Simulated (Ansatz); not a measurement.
SrVHO2 in space group P4/mmm (No. 123; Sr on 1d, V on 1a, O on 2f, H on 1b), the program Ansatz at the PBEsol level (PAW), all energies at zero smearing, with the estimated change up to a 700 eV cutoff added, with one set of potentials and settings (totals compare only within such a set). Cell of 5 atoms (1 Sr, 1 V, 2 O, 1 H): -7519.977 eV.

```
element                            reference phase  E (eV/atom)
-------  -----------------------------------------  -----------
Sr                      Fm-3m, 1 atoms in the cell   -3492.2134
V                       Im-3m, 1 atoms in the cell   -2885.2930
O        C2/m, 4 atoms in the cell, spin-polarised    -558.3554
H                        Cmce, 4 atoms in the cell     -15.6194
```

Formation energy per atom, worked out: (-7519.977 − 1×(-3492.2134) − 1×(-2885.2930) − 2×(-558.3554) − 1×(-15.6194))/5 = -2.028 eV/atom (-196 kJ per mol of atoms), at 0 K, without zero-point energy or fitted corrections.

The start of the workflow was typed in or built on a structure type; neither database checked (COD, Materials Project) lists it. Whether it is the stable phase at ambient conditions was not checked. The PBEsol relaxation kept the symmetry of its start; whether a distortion lowers the energy is not shown. The workflow began spin-polarised and lost its moments. No Hubbard U is applied. The references are the lowest solids computed at this level, not always the standard phases (solids in place of the gases).

Potentials: the later of the program's two PAW sets.
